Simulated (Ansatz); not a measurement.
Ge:
```cif
data_Ge4
_chemical_formula_sum 'Ge4'
_space_group_name_H-M_alt 'P 1'
_space_group_IT_number 1
_cell_length_a 5.30630
_cell_length_b 5.30630
_cell_length_c 5.30630
_cell_angle_alpha 98.216
_cell_angle_beta 98.216
_cell_angle_gamma 135.576
loop_
_space_group_symop_operation_xyz
  'x, y, z'
loop_
_atom_site_label
_atom_site_type_symbol
_atom_site_fract_x
_atom_site_fract_y
_atom_site_fract_z
_atom_site_occupancy
Ge1 Ge 0.17865 0.17865 0.35731 1
Ge2 Ge 0.17865 0.82135 0.00000 1
Ge3 Ge 0.82135 0.17865 0.00000 1
Ge4 Ge 0.82135 0.82135 0.64269 1
```

This is the PBEsol-relaxed structure.

Q: All from plane-wave PAW PBEsol (Ansatz code), unless another level is named. Give the bulk modulus (Birch–Murnaghan fit).

A: 61.3 GPa.

Q: Next, the highest zone-centre frequency?

A: 297 cm⁻¹.

Space group I4/mmm. The start of the workflow was typed in or built on a structure type; neither database checked (COD, Materials Project) lists it. It is not the phase usual at ambient conditions (space group No. 227). The cell was relaxed with PBEsol under the symmetry of its start; of distortions, only those at the zone centre were tested. The volume moved by 28 % from the start of the relaxation. As this level gives no gap, phonon frequencies hold no LO–TO term and depend on the k-mesh and smearing (Fermi–Dirac, 0.1 eV here).

Potentials: the later of the program's two PAW sets.
